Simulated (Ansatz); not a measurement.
The start is a randomly generated symmetric cell of Ge (space group No. 186). The structure is fully relaxed (lattice and positions, P = 0) with PBEsol (plane waves to 420 eV, PAW, scalar-relativistic; Ansatz, a quantum-chemistry and plane-wave program). The first steps use a coarse 7×7×4 k-mesh.

Starting cell:
```yaml
crystal:
  lattice:
    - [4.05866, 0.00000, 0.00000]
    - [-2.02933, 3.51490, 0.00000]
    - [0.00000, 0.00000, 6.34670]
  atoms:
    - { symbol: Ge, position: [0.00000, 0.00000, 0.40666] }
    - { symbol: Ge, position: [0.00000, 0.00000, 0.90666] }
    - { symbol: Ge, position: [0.33333, 0.66667, 0.27403] }
    - { symbol: Ge, position: [0.66667, 0.33333, 0.77403] }
```

**Question.** What is the largest force in the starting geometry, and on which atom (counted from 1)?

**Answer.** About 0.3 eV/Å, on Ge1, Ge2, Ge3, Ge4 (atoms numbered as listed).

**Question.** What symmetry does the relaxed structure have?

**Answer.** The space group goes from P6₃mc (No. 186) to P6₃/mmc (No. 194), with 4 atoms in the primitive cell.

**Question.** How much energy is released per atom?

**Answer.** 0.11 to 0.12 eV/atom (the two k-meshes of the run give this range).

**Question.** How does the volume per atom move from start to end?

**Answer.** -13.6 %, from 22.64 to 19.55 Å³/atom.

**Question.** What band gap does the relaxed structure have at this level?

**Answer.** Zero (metallic).

**Question.** Give the final cell and atomic positions.

**Answer.** 
```cif
data_Ge4
_chemical_formula_sum 'Ge4'
_space_group_name_H-M_alt 'P63/mmc'
_space_group_IT_number 194
_space_group_name_Hall '-P 6c 2c'
_cell_length_a 3.80910
_cell_length_b 3.80910
_cell_length_c 6.22336
_cell_angle_alpha 90.000
_cell_angle_beta 90.000
_cell_angle_gamma 120.000
loop_
_atom_site_label
_atom_site_type_symbol
_atom_site_symmetry_multiplicity
_atom_site_Wyckoff_symbol
_atom_site_fract_x
_atom_site_fract_y
_atom_site_fract_z
_atom_site_occupancy
Ge1 Ge 2 a 0.00000 0.00000 0.00000 1
Ge2 Ge 2 d 0.66667 0.33333 0.25000 1
```

Final values are on a 14×14×8 k-mesh of the relaxed cell. No spin polarisation in the result.

The run could not lose the symmetry of its start, so the end can be a saddle point.

The relaxed structure here is a generated cell of Ge: the first start was made by a random draw of sites in a space group, and the end was not matched to a known phase here, so it may be hypothetical. Known forms of Ge include space group No. 227.
